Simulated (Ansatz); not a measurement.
## Zone-centre phonons of TlBi₂: input and output

These are results of DFT PBEsol, scalar-relativistic, plane waves, PAW in Ansatz 0.2.0, not measurements.

Launched with:
```bash
ansatz run input.yaml --threads 1 --pin off --max-ram 4096MiB --backend cpu --events-out ev --progress --plain --runs-dir out
```

Input (bare energies are in eV):
```yaml
crystal:
  lattice:
    - [5.6407202853, 0.0, 0.0]
    - [-2.8203601426, 4.8850070627, 0.0]
    - [0.0, 0.0, 3.3345875606]
  atoms:
    - { symbol: Tl, position: [0.0, 0.0, 0.0] }
    - { symbol: Bi, position: [0.6666666667, 0.3333333333, 0.5] }
    - { symbol: Bi, position: [0.3333333333, 0.6666666667, 0.5] }
basis:
  ecutwfc: 420
kpoints:
  mp_grid: { grid: [12, 12, 12] }
hamiltonian:
  xc: pbesol
scf:
  occupations: { method: fermi_dirac, width: 0.15 }
output:
  eigenvalues: true
phonons:
  method: dfpt
  eigenvectors: true
```

The end of the output:
```
--- Phonons (Γ-DFPT): 4 representative perturbations + reference, on 301 of 1728 k-points (Σ response iterations 12) ---
  k mesh reduced under 4 symmetry operations, with k and −k counted as one. Each operation leaves every solved displacement unchanged or reverses it
  ASR residual: 1.507e-4 → 0.000e0 eV/Å²; symmetrization residual: 1.085e-4 eV/Å²
  ASR residual per site (eV/Å²): 1.51e-4 1.03e-4 1.03e-4
  Γ frequencies (cm⁻¹): 0.00 0.00 0.00 26.52 32.53 53.58 53.58 77.17 77.17
  non-analytic LO–TO correction: not included (Born effective charges unavailable; polar crystals: no LO–TO splitting at Γ)
```

The run took 5.9 min on 1 thread of Arm Neoverse V1, on a shared host, peak memory 2.6 GiB.

In a metal, frequencies and elastic constants depend on the k mesh and the smearing, soft modes and shear constants most. Spin–orbit coupling is left out, which can shift energies with elements as heavy as these.